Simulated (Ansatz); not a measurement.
ZnF₂ (rutile, P4_2/mnm), the program Ansatz at the PBE level (PAW). The conduction-band minimum lies at Γ, with 1 equivalent valley. Second derivatives d²E/dk² of the lowest band at one valley (eV·Å²), along Cartesian directions:

```json
[
 {"direction": "[100]", "d²E/dk²": "17.00"},
 {"direction": "[010]", "d²E/dk²": "17.00"},
 {"direction": "[001]", "d²E/dk²": "18.75"},
 {"direction": "[110]", "d²E/dk²": "17.00"},
 {"direction": "[101]", "d²E/dk²": "17.87"},
 {"direction": "[011]", "d²E/dk²": "17.87"}
]
```

Task: Find the principal effective masses, the density-of-states mass and the conductivity mass.

Result: Off-diagonal terms follow from H_xy = H[110] − (H_xx + H_yy)/2, and m*/mₑ = 7.620 eV·Å² over each eigenvalue: 0.41, 0.45, 0.45. One valley's DOS mass (m₁m₂m₃)^(1/3) = 0.43, conductivity mass 3/(Σ 1/mᵢ) = 0.43 mₑ.

Task: What effective density of states Nc follows at 300 K for parabolic valleys?

Result: Nc = 2.509e19 × 1 × (0.43)^(3/2) ≈ 7.1e18 cm⁻³.

The cell was relaxed with PBE under the symmetry of its start.

Potentials: the later of the program's two PAW sets.

Edges and masses are those of Kohn–Sham bands, whose gap is no quasiparticle gap.
